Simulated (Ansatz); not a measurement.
CoAs3:
```
CoAs3
1.0
   -4.07541     4.07541     4.07541
    4.07541    -4.07541     4.07541
    4.07541     4.07541    -4.07541
Co As
4 12
Direct
  0.50000   0.00000   0.00000
  0.00000   0.50000   0.00000
  0.50000   0.50000   0.50000
  0.00000   0.00000   0.50000
  0.49319   0.34088   0.15231
  0.50681   0.65912   0.84769
  0.18857   0.34088   0.84769
  0.81143   0.65912   0.15231
  0.15231   0.49319   0.34088
  0.84769   0.50681   0.65912
  0.84769   0.18857   0.34088
  0.15231   0.81143   0.65912
  0.34088   0.15231   0.49319
  0.65912   0.84769   0.50681
  0.34088   0.84769   0.18857
  0.65912   0.15231   0.81143
```

This is the PBEsol-relaxed structure.

Q: All from the program Ansatz at the PBEsol level (PAW), unless another level is named. Give the Poisson's ratio.

A: 0.21.

Q: What about the elastic constants (relaxed ions, GPa)?

A: C11 = 271, C12 = 58.5, C44 = 83.0.

Space group Im-3. The workflow started from a Materials Project entry (that database holds measured and hypothetical structures alike); the Crystallography Open Database files this formula in space group No. 204, but the cells were not matched. Whether it is the stable phase at ambient conditions was not checked. The cell was relaxed with PBEsol under the symmetry of its start; its stability against distortions is not shown here. The run is not spin-polarised. As this level gives no gap, shear constants depend on the k-mesh and smearing (Fermi–Dirac, 0.1 eV here).

Potentials: the later of the program's two PAW sets.
